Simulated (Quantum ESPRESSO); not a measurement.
Au6AlZr, one run as intended and one with a planted mistake

Computed values, not a measurement. The program is pw.x of Quantum ESPRESSO 7.5 (plane-wave density functional theory). The cell is made up: eight metal atoms on a hexagonal close-packed lattice, with elements, volume, strain and displacements drawn at random and not relaxed, so it may be unstable or far from any real phase. PseudoDojo standard norm-conserving files set the functional (PBE unless stated); there is no spin polarisation or spin-orbit coupling, the Fermi-Dirac width of 0.25 eV means electrons at about 2900 K, and the masses in the input are unused placeholders. Heavy elements are run without spin-orbit coupling, which real alloys of them have. A spin test at this wide smearing found no moment, but such smearing suppresses magnetism that the real alloy may have.

Intended input:

```
&control calculation='scf', pseudo_dir='./dojo.nc.sr.pbe.v0_5.standard.upf', outdir='./o', disk_io='medium', tprnfor=.true., tstress=.true. /
&system ibrav=0, nat=8, ntyp=3, nbnd=75, ecutwfc=79.96652505, nosym=.true., tot_charge=0,
 occupations='smearing', smearing='fd', degauss=0.0183746611
/
&electrons conv_thr=1.470e-08, electron_maxstep=70, mixing_beta=0.5 /
ATOMIC_SPECIES
Al 1.0 Al.upf
Au 1.0 Au.upf
Zr 1.0 Zr.upf
CELL_PARAMETERS angstrom
-3.0811 0.0 0.0
0.0 5.3367 -4.8143
0.0 -5.3367 -4.8143
ATOMIC_POSITIONS angstrom
Au -0.0188 -0.0064 -0.0256
Al -0.0347 1.7604 -2.417
Au 0.0681 -0.0384 -4.7609
Au -0.0478 1.8665 -7.2178
Au -1.531 -0.8588 -2.4438
Au -1.5377 -2.5809 -4.7549
Au -1.4722 -0.9178 -7.316
Zr -1.5211 2.7148 -4.6903
K_POINTS automatic
8 3 3 1 1 1
```

The log is shortened where brackets say so; the opening notice, blank lines, dates and the lines on written files are dropped, and the path of the files is cut. It prints rydbergs, bohrs and kilobars, and counts compression as positive stress. Its total energy is the free energy E - TS of the whole cell.

Log of the intended run:

```
     Program PWSCF v.7.5
     Parallel version (MPI & OpenMP), running on       1 processor cores
     Number of MPI processes:                 1
     Threads/MPI process:                     1
     [start-up lines left out]
     bravais-lattice index     =            0
     lattice parameter (alat)  =       5.8224  a.u.
     unit-cell volume          =    1068.4109 (a.u.)^3
     number of atoms/cell      =            8
     number of atomic types    =            3
     number of electrons       =       129.00
     number of Kohn-Sham states=           75
     kinetic-energy cutoff     =      79.9665  Ry
     charge density cutoff     =     319.8661  Ry
     scf convergence threshold =      1.5E-08
     mixing beta               =       0.5000
     number of iterations used =            8  plain     mixing
     Exchange-correlation= PBE
                           (   1   4   3   4   0   0   0)
     [axes and pseudopotential details left out]
   Cartesian axes
     site n.     atom                  positions (alat units)
         1        Au     tau(   1) = (  -0.0061017  -0.0020772  -0.0083087  )
         2        Al     tau(   2) = (  -0.0112622   0.5713544  -0.7844601  )
         3        Au     tau(   3) = (   0.0221025  -0.0124631  -1.5451949  )
         4        Au     tau(   4) = (  -0.0155139   0.6057901  -2.3426049  )
         5        Au     tau(   5) = (  -0.4969005  -0.2787316  -0.7931583  )
         6        Au     tau(   6) = (  -0.4990750  -0.8376554  -1.5432475  )
         7        Au     tau(   7) = (  -0.4778164  -0.2978806  -2.3744766  )
         8        Zr     tau(   8) = (  -0.4936873   0.8811139  -1.5222810  )
     number of k points=    36  Fermi-Dirac smearing, width (Ry)=  0.0184
                       cart. coord. in units 2pi/alat
        k(    1) = (  -0.0625000   0.0000000  -0.1066649), wk =   0.0555556
        k(    2) = (  -0.0625000   0.1924473   0.1066649), wk =   0.0555556
     [further k points left out]
     Dense  grid:   103255 G-vectors     FFT dimensions: (  36,  80,  80)
     Estimated max dynamical RAM per process >     184.78 MB
     Initial potential from superposition of free atoms
     starting charge     128.9945, renormalised to     129.0000
     Starting wfcs are   74 randomized atomic wfcs +    1 random wfcs
     total cpu time spent up to now is       23.9 secs
     per-process dynamical memory:    95.6 Mb
     Self-consistent Calculation
     iteration #  1     ecut=    79.97 Ry     beta= 0.50
     Davidson diagonalization with overlap
     ethr =  1.00E-02,  avg # of iterations =  3.0
     total cpu time spent up to now is       86.2 secs
     total energy              =   -1882.89851713 Ry
     estimated scf accuracy    <       2.65619813 Ry
     iteration #  2     ecut=    79.97 Ry     beta= 0.50
     Davidson diagonalization with overlap
     ethr =  2.06E-03,  avg # of iterations =  5.2
     total cpu time spent up to now is      149.8 secs
     total energy              =   -1883.43300742 Ry
     estimated scf accuracy    <      10.98542172 Ry
     [iterations 3 to 11 left out]
     iteration # 12     ecut=    79.97 Ry     beta= 0.50
     Davidson diagonalization with overlap
     ethr =  5.13E-10,  avg # of iterations =  2.9
     total cpu time spent up to now is      792.7 secs
     total energy              =   -1884.38663139 Ry
     estimated scf accuracy    <       0.00000007 Ry
     iteration # 13     ecut=    79.97 Ry     beta= 0.50
     Davidson diagonalization with overlap
     ethr =  5.33E-11,  avg # of iterations =  2.0
     total cpu time spent up to now is      837.3 secs
     End of self-consistent calculation
     [lines on levels left out]
!    total energy              =   -1884.38663140 Ry
     estimated scf accuracy    <          5.8E-09 Ry
     smearing contrib. (-TS)   =      -0.05750904 Ry
     internal energy E=F+TS    =   -1884.32912236 Ry
     The total energy is F=E-TS. E is the sum of the following terms:
     one-electron contribution =    -794.34611897 Ry
     hartree contribution      =     451.52734626 Ry
     xc contribution           =    -334.41615120 Ry
     ewald contribution        =   -1207.09419846 Ry
     convergence has been achieved in  13 iterations
     Forces acting on atoms (cartesian axes, Ry/au):
     atom    1 type  2   force =     0.00235802    0.00874565   -0.01286077
     atom    2 type  1   force =     0.00345752   -0.00980356    0.03930258
     atom    3 type  2   force =    -0.00347743    0.02542762   -0.01273580
     atom    4 type  2   force =     0.00306455   -0.00715817    0.01983628
     atom    5 type  2   force =     0.00052070    0.01088409    0.02220533
     atom    6 type  2   force =     0.00050041   -0.01850910   -0.03013537
     atom    7 type  2   force =    -0.00030839    0.00445190    0.02082533
     atom    8 type  3   force =    -0.00611538   -0.01403843   -0.04643758
     Total force =     0.088783     Total SCF correction =     0.000367
     Computing stress (Cartesian axis) and pressure
          total   stress  (Ry/bohr**3)                   (kbar)     P=      -71.45
  -0.00044379  -0.00000051   0.00001632          -65.28       -0.07        2.40
  -0.00000051  -0.00060988   0.00000019           -0.07      -89.72        0.03
   0.00001632   0.00000019  -0.00040346            2.40        0.03      -59.35
     init_run     :     19.97s CPU     23.73s WALL (       1 calls)
     electrons    :    749.32s CPU    813.40s WALL (       1 calls)
     forces       :      9.30s CPU      9.41s WALL (       1 calls)
     stress       :     35.31s CPU     35.57s WALL (       1 calls)
     [timing details left out]
     PWSCF        :  13m34.39s CPU  14m43.94s WALL
     JOB DONE.
```

A second run has one planted mistake: the files are those of another functional. The input lines that differ:

```
- &control calculation='scf', pseudo_dir='./dojo.nc.sr.pbe.v0_5.standard.upf', outdir='./o', disk_io='medium', tprnfor=.true., tstress=.true. /
+ &control calculation='scf', pseudo_dir='./dojo.nc.sr.lda.v0_4_1.standard.upf', outdir='./o', disk_io='medium', tprnfor=.true., tstress=.true. /
```

Its log:

```
     Program PWSCF v.7.5
     Parallel version (MPI & OpenMP), running on       1 processor cores
     Number of MPI processes:                 1
     Threads/MPI process:                     1
     [start-up lines left out]
     bravais-lattice index     =            0
     lattice parameter (alat)  =       5.8224  a.u.
     unit-cell volume          =    1068.4109 (a.u.)^3
     number of atoms/cell      =            8
     number of atomic types    =            3
     number of electrons       =       129.00
     number of Kohn-Sham states=           75
     kinetic-energy cutoff     =      79.9665  Ry
     charge density cutoff     =     319.8661  Ry
     scf convergence threshold =      1.5E-08
     mixing beta               =       0.5000
     number of iterations used =            8  plain     mixing
     Exchange-correlation= SLA  PW   NOGX NOGC
                           (   1   4   0   0   0   0   0)
     [axes and pseudopotential details left out]
   Cartesian axes
     site n.     atom                  positions (alat units)
         1        Au     tau(   1) = (  -0.0061017  -0.0020772  -0.0083087  )
         2        Al     tau(   2) = (  -0.0112622   0.5713544  -0.7844601  )
         3        Au     tau(   3) = (   0.0221025  -0.0124631  -1.5451949  )
         4        Au     tau(   4) = (  -0.0155139   0.6057901  -2.3426049  )
         5        Au     tau(   5) = (  -0.4969005  -0.2787316  -0.7931583  )
         6        Au     tau(   6) = (  -0.4990750  -0.8376554  -1.5432475  )
         7        Au     tau(   7) = (  -0.4778164  -0.2978806  -2.3744766  )
         8        Zr     tau(   8) = (  -0.4936873   0.8811139  -1.5222810  )
     number of k points=    36  Fermi-Dirac smearing, width (Ry)=  0.0184
                       cart. coord. in units 2pi/alat
        k(    1) = (  -0.0625000   0.0000000  -0.1066649), wk =   0.0555556
        k(    2) = (  -0.0625000   0.1924473   0.1066649), wk =   0.0555556
     [further k points left out]
     Dense  grid:   103255 G-vectors     FFT dimensions: (  36,  80,  80)
     Estimated max dynamical RAM per process >     184.78 MB
     Initial potential from superposition of free atoms
     starting charge     128.9953, renormalised to     129.0000
     Starting wfcs are   74 randomized atomic wfcs +    1 random wfcs
     total cpu time spent up to now is       16.2 secs
     per-process dynamical memory:   103.4 Mb
     Self-consistent Calculation
     iteration #  1     ecut=    79.97 Ry     beta= 0.50
     Davidson diagonalization with overlap
     ethr =  1.00E-02,  avg # of iterations =  3.0
     total cpu time spent up to now is       61.8 secs
     total energy              =   -1875.37260712 Ry
     estimated scf accuracy    <       2.56171311 Ry
     iteration #  2     ecut=    79.97 Ry     beta= 0.50
     Davidson diagonalization with overlap
     ethr =  1.99E-03,  avg # of iterations =  4.8
     total cpu time spent up to now is      118.7 secs
     total energy              =   -1875.85268640 Ry
     estimated scf accuracy    <      10.56904661 Ry
     [iterations 3 to 11 left out]
     iteration # 12     ecut=    79.97 Ry     beta= 0.50
     Davidson diagonalization with overlap
     ethr =  3.62E-10,  avg # of iterations =  2.7
     total cpu time spent up to now is      621.4 secs
     total energy              =   -1876.79442282 Ry
     estimated scf accuracy    <       0.00000005 Ry
     iteration # 13     ecut=    79.97 Ry     beta= 0.50
     Davidson diagonalization with overlap
     ethr =  3.62E-11,  avg # of iterations =  2.1
     total cpu time spent up to now is      659.9 secs
     End of self-consistent calculation
     [lines on levels left out]
!    total energy              =   -1876.79442282 Ry
     estimated scf accuracy    <       0.00000001 Ry
     smearing contrib. (-TS)   =      -0.05795579 Ry
     internal energy E=F+TS    =   -1876.73646702 Ry
     The total energy is F=E-TS. E is the sum of the following terms:
     one-electron contribution =    -797.50814833 Ry
     hartree contribution      =     451.01945667 Ry
     xc contribution           =    -323.15357691 Ry
     ewald contribution        =   -1207.09419846 Ry
     convergence has been achieved in  13 iterations
     Forces acting on atoms (cartesian axes, Ry/au):
     atom    1 type  2   force =     0.00133230    0.00365773   -0.00922157
     atom    2 type  1   force =     0.00290899   -0.01041665    0.03898790
     atom    3 type  2   force =    -0.00268353    0.01895141   -0.00938560
     atom    4 type  2   force =     0.00196336   -0.00352846    0.01607581
     atom    5 type  2   force =     0.00064363    0.00548820    0.01734762
     atom    6 type  2   force =     0.00073297   -0.01211298   -0.02022008
     atom    7 type  2   force =     0.00059737    0.00560483    0.01474294
     atom    8 type  3   force =    -0.00549510   -0.00764409   -0.04832702
     Total force =     0.077635     Total SCF correction =     0.000907
     Computing stress (Cartesian axis) and pressure
          total   stress  (Ry/bohr**3)                   (kbar)     P=     -160.41
  -0.00102774   0.00000114   0.00001461         -151.19        0.17        2.15
   0.00000114  -0.00120218  -0.00000549            0.17     -176.85       -0.81
   0.00001461  -0.00000549  -0.00104138            2.15       -0.81     -153.19
     init_run     :     13.65s CPU     16.10s WALL (       1 calls)
     electrons    :    604.03s CPU    643.63s WALL (       1 calls)
     forces       :      7.63s CPU      7.72s WALL (       1 calls)
     stress       :     27.05s CPU     27.99s WALL (       1 calls)
     [timing details left out]
     PWSCF        :  10m52.66s CPU  11m36.52s WALL
     JOB DONE.
```

|  | intended run | run with the mistake |
| --- | --- | --- |
| free energy (eV) | -25638.386 | -25535.089 |
| entropy term -TS, part of it (eV) | -0.782 | -0.789 |
| pressure (GPa) | -7.14 | -16.04 |
| size of the largest force component (eV/Å) | 1.194 | 1.243 |
| largest change of a force component (eV/Å) |  | 0.255 |
| iterations | 13 | 13 |

For scale, a rerun of the intended cell at a higher cutoff and on a denser mesh moved values by no more than 0.010 eV in energy, 0.11 GPa in stress and 0.010 eV/Å in force, and a second program with other atomic files agreed on that cell to 2 % rms in force and 0.5 GPa in pressure. Files of another functional or element have another zero of energy, so the energy change says nothing on stability.